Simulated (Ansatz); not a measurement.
The cell below belongs to a search over invented structures; it isn't taken from experiment.

Input and command of a plane-wave DFT calculation in Ansatz:

```yaml
crystal:
  lattice:
    - [5.0598942586, 0.0, 0.0]
    - [0.0, 5.0598942586, 0.0]
    - [0.0, 0.0, 5.0598942586]
  atoms:
    - { symbol: Zr, position: [0.0, 0.5, 0.5] }
    - { symbol: Zr, position: [0.5, 0.5, 0.0] }
    - { symbol: Zr, position: [0.5, 0.0, 0.5] }
    - { symbol: S, position: [0.0, 0.0, 0.0] }
    - { symbol: "N", position: [0.7090859973, 0.7090859973, 0.2909140027] }
    - { symbol: "N", position: [0.7090859973, 0.2909140027, 0.7090859973] }
    - { symbol: "N", position: [0.2909140027, 0.7090859973, 0.7090859973] }
    - { symbol: "N", position: [0.2909140027, 0.2909140027, 0.2909140027] }
basis:
  ecutwfc: 420
kpoints:
  mp_grid: { grid: [8, 8, 8] }
hamiltonian:
  xc: pbe
scf:
  occupations: { method: gaussian, width: 0.1 }
output:
  forces: true
  stress: true
  eigenvalues: true
relax:
  adjacent_minimum: "off"
  f_tol: 0.01
  max_steps: 80
  cell: { stress_tol: 0.05 }
```

```bash
ansatz run input.yaml --threads 1 --pin off --max-ram 2048MiB --backend cpu --events-out ev --progress --plain --runs-dir out
```

Processor: Arm Neoverse V1, 1 thread, on a host shared with other jobs.

Estimate time, memory and problem size.

About 74 s, peak memory 0.43 GiB. It solves 39 bands at 35 k points (after reduction by symmetry) with about 2517 plane waves (on the last cell), in 28 SCF iterations over 4 ionic steps.
